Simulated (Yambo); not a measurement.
**Convergence of the G0W0 gap of CsHF$_{2}$**

G0W0@PBEsol for CsHF2 (space group I4/mcm, No. 140) in Yambo. Reference settings: 2×2×2 Γ-centred k mesh, 207 bands and a 7 Ry block in the screening, 207 bands in G with the Bruneval-Gonze terminator, plasmon pole fitted at 27.2 eV. The PBEsol gap Γ → Γ on this mesh is 6.56 eV; G0W0 gaps are taken between the same points.

| change from the reference | G0W0 gap Γ → Γ (eV) | shift of the valence edge (eV) | rough Yambo cost |
|---|---|---|---|
| reference settings | 10.08 | -2.50 | 1 |
| 78 bands in W, 78 bands in G | 10.35 | -2.43 | within a factor of two |
| 133 bands in W, 133 bands in G | 10.14 | -2.46 | within a factor of two |
| 78 bands in G | 10.12 | -2.48 | – |
| 133 bands in G | 10.08 | -2.50 | – |
| 1 Ry block | 11.65 | -4.05 | within a factor of two |
| 3 Ry block | 10.49 | -3.00 | within a factor of two |
| 6 Ry block | 10.09 | -2.52 | within a factor of two |
| pole fitted at 55 eV | 10.13 | -2.58 | – |
| no random integration | 9.89 | -2.18 | – |
| 78 bands in G, no terminator | 9.87 | -1.94 | – |
| 133 bands in G, no terminator | 9.90 | -2.17 | – |
| no terminator | 9.97 | -2.31 | – |

The reference isn't shown to be the converged limit. Costs are rough (shared machines), scaled to the same edge states, and given only for runs that recompute the screening.

Geometry of the Materials Project entry, not relaxed at this level; primitive cell a = 5.8142 Å, b = 5.8142 Å, c = 5.8142 Å, α = 116.57°, β = 116.57°, γ = 96.04°.

The structure is a Materials Project entry; no match was found in the copy of COD used, and its stability was not checked.

A shift is the quasiparticle energy of the state minus its PBEsol energy.
